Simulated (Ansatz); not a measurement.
**Stress against strain in Sr**

```yaml
crystal:
  lattice:
    - [4.31000, 0.00000, 0.00000]
    - [-2.15500, 3.73257, 0.00000]
    - [0.00000, 0.00000, 7.05000]
  atoms:
    - { symbol: Sr, position: [0.33333, 0.66667, 0.25000] }
    - { symbol: Sr, position: [0.66667, 0.33333, 0.75000] }
```

Atoms are numbered in the order listed.

The cell is COD entry 1540836, as deposited and not checked against the literature; nothing was relaxed.

These are results of Ansatz 0.2.0, DFT, LDA, all-electron LAPW, scalar-relativistic, not measurements.

The runs use a Γ-centred 10×10×5 k mesh, Fermi–Dirac smearing of 0.08 eV, basis error target 1 meV/atom, no spin polarisation.

The strain is applied along the Cartesian axes of the cell as listed (the other components stay zero). Fractional coordinates are held (clamped ions).

σ is the change of stress from the unstrained cell, which is at -1.55 GPa; tension is positive, so slopes are stress–strain coefficients at that pressure. In a metal the k mesh adds noise.

Only quantities that a quadratic follows smoothly over the whole series are listed; rougher ones are left out.

```
εxx = εyy  σzz (GPa)  σxx (GPa)
  -0.0200      -0.10      -0.47
  -0.0100      -0.05      -0.22
   0.0000       0.00       0.00
   0.0200       0.11       0.38
```

(1) Fit the series and read off the stiffness at zero strain.

(2) One run, at εxx = εyy = 0.0100, is withheld. Predict its row.

Results:

(1) Least-squares fits y = p0 + p1 x + p2 x² to the rows give σzz (GPa): p1 = 5.24, p2 = 11; σxx (GPa): p1 = 21.2, p2 = -120. So C13 + C23 = 5 GPa and C11 + C12 = 21 GPa, for these axes.

(2) The fits give 0.05, 0.20; the run gave 0.05, 0.20.
